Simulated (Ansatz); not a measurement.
ZrSnO4 on the sites of the rutile structure (relaxed group Cmmm), relaxed with r2SCAN. The symmetry is Cmmm (No. 65, orthorhombic); conventional cell a = 6.799 Å, b = 6.866 Å, c = 3.218 Å, 12.52 Å³ an atom. Sn has 6 O at 2.06–2.08 Å; Zr has 6 O at 2.09–2.11 Å; O has 1 Sn at 2.06 Å and 2 Zr at 2.09 Å; O has 2 Sn at 2.08 Å and 1 Zr at 2.11 Å.

```
Sn Zr O
1.0
     3.39931   -3.43317    0.00000
     3.39931    3.43317    0.00000
     0.00000    0.00000    3.21796
Sn Zr O
1 1 4
Cartesian
  3.3993 0.0000 1.6090
  0.0000 0.0000 0.0000
  1.3361 0.0000 1.6090
  5.4625 0.0000 1.6090
  3.3993 -1.3213 0.0000
  3.3993 1.3213 0.0000
```

The questions ask for values computed with the plane-wave code Ansatz on this geometry. Non-magnetic throughout. Whether this structure exists isn't addressed.

Task: What gap does PBE give, and where are the band edges?

Result: The PBE gap is direct at Γ: 2.24 eV.

Task: Estimate the gap with PBE+SOC on 6×6×8.

Result: With PBE+SOC the gap is 2.25 eV and direct, at Γ. The gap differs by +0.01 eV from PBE's.

Task: Estimate the gap with r2SCAN on 6×6×8.

Result: With r2SCAN the gap is 2.84 eV and direct, at Γ. The gap differs by +0.60 eV from PBE's.

Task: Relaxed again with PBEsol, is the cell stable at the zone centre, and where do its optical modes lie?

Result: All optical modes at Γ are real, from 117 to 744 cm⁻¹ without the longitudinal term; this says nothing of other wave vectors. The long-range field leaves the highest mode where it is. The program warns that the force constants, and all that is formed from them, aren't settled on this k mesh.

Task: What do these levels agree on?

Result: Spin-orbit coupling moves the least or the direct gap by up to 0.01 eV, so it can be left out where a tenth of an eV counts. Among these functionals the gap stays direct.

Only the levels marked +SOC include spin-orbit coupling.

Set aside, since their points miss a band edge that the other levels read or their mesh is too coarse: HSE06, PBE0.
